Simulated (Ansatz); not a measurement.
Y3Si5:
```cif
data_Si5Y3
_chemical_formula_sum 'Y3 Si5'
_space_group_name_H-M_alt 'P-62m'
_space_group_IT_number 189
_space_group_name_Hall 'P -6 -2'
_cell_length_a 6.58352
_cell_length_b 6.58352
_cell_length_c 4.19444
_cell_angle_alpha 90.000
_cell_angle_beta 90.000
_cell_angle_gamma 120.000
loop_
_atom_site_label
_atom_site_type_symbol
_atom_site_symmetry_multiplicity
_atom_site_Wyckoff_symbol
_atom_site_fract_x
_atom_site_fract_y
_atom_site_fract_z
_atom_site_occupancy
Y1 Y 3 f 0.00000 0.64739 0.00000 1
Si1 Si 2 d 0.33333 0.66667 0.50000 1
Si2 Si 3 g 0.73176 0.73176 0.50000 1
```

Relaxed at zero pressure with the program Ansatz at the PBE level (PAW).

Q: The volume is raised by 9 % and shape and atoms relax at that volume. What pressure results, and how do the axes share the change?

A: -5.4 GPa; a 3.9 %, b 3.9 %, c 0.9 %; the energy rises by 31 meV/atom.

Q: Give the new structure.

A: 
Space group P-62m (No. 189); a = b = 6.843 Å, c = 4.231 Å, α = β = 90.00°, γ = 120.00°

```json
[
 {"atom": "Y", "site": "3f", "symmetry": "m2m", "x": "0.0000", "y": "0.6504", "z": "0.0000"},
 {"atom": "Si", "site": "2d", "symmetry": "-6..", "x": "0.3333", "y": "0.6667", "z": "0.5000"},
 {"atom": "Si", "site": "3g", "symmetry": "m2m", "x": "0.7104", "y": "0.7104", "z": "0.5000"}
]
```

The phase is kept; no other phase was compared at this pressure.

The start of the workflow was typed in or built on a structure type; neither database checked (COD, Materials Project) lists it. Its standing as an ambient phase is unchecked. The PBE relaxation kept the symmetry of its start; its stability against distortions is not shown here. The run is not spin-polarised.

Potentials: the later of the program's two PAW sets.
